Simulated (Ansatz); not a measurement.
## Si3Mo5: do energies and stresses tell the same story?

Method: DFT r2SCAN, scalar-relativistic, plane waves, PAW (Ansatz).

Settings: cutoff 500 eV, Γ-centred mesh 8×8×8 on the computed 16-atom cell, Gaussian smearing of 0.10 eV; no spin polarisation.

Relaxed cell: I4/mcm, a = 9.641 Å, b = 9.641 Å, c = 4.894 Å, α = 90.00°, β = 90.00°, γ = 90.00°, 16 atoms in the primitive cell. Whether it is the stable form of this composition wasn't checked.

Energies at zero smearing and pressures from the stress tensor, at volumes with shape and atoms relaxed:
| V (Å³/atom) | E − E(first) (meV/atom) | P (GPa) |
| --- | --- | --- |
| 12.511 | 0.00 | 42.81 |
| 12.937 | -95.61 | 29.41 |
| 13.364 | -158.27 | 18.00 |
| 13.790 | -192.86 | 8.28 |
| 14.217 | -203.53 | -0.01 |
| 14.643 | -193.81 | -7.07 |
| 15.070 | -166.73 | -13.07 |
| 15.638 | -108.12 | -19.67 |

**Question.** Check P = −dE/dV between neighbouring volumes, and get the bulk modulus from the pressures alone.

**Answer.** With 1 eV/Å³ = 160.2 GPa:
```json
{"middle V (Å³/atom)": "12.724", "−ΔE/ΔV (GPa)": "35.918", "mean P (GPa)": "36.113"}
{"middle V (Å³/atom)": "13.150", "−ΔE/ΔV (GPa)": "23.539", "mean P (GPa)": "23.709"}
{"middle V (Å³/atom)": "13.577", "−ΔE/ΔV (GPa)": "12.994", "mean P (GPa)": "13.141"}
{"middle V (Å³/atom)": "14.003", "−ΔE/ΔV (GPa)": "4.007", "mean P (GPa)": "4.134"}
{"middle V (Å³/atom)": "14.430", "−ΔE/ΔV (GPa)": "-3.652", "mean P (GPa)": "-3.539"}
{"middle V (Å³/atom)": "14.856", "−ΔE/ΔV (GPa)": "-10.170", "mean P (GPa)": "-10.067"}
{"middle V (Å³/atom)": "15.354", "−ΔE/ΔV (GPa)": "-16.514", "mean P (GPa)": "-16.368"}
```

The two differ by 0.20 GPa at most. The mean of two end pressures misses the average over a step by about ΔV² P″/12, up to 0.18 GPa here; with that taken off 0.02 GPa remains. Around V = 14.217 Å³/atom, the two neighbours give B = −V ΔP/ΔV = 14.217 × 15.35 / 0.853 = 255.8 GPa, against B0 = 254.3 GPa from the Birch–Murnaghan fit of the energies.

Cost: 9 runs of about 89 core-minutes in all, on Intel Xeon Processor @ 2.70GHz (shared hosts).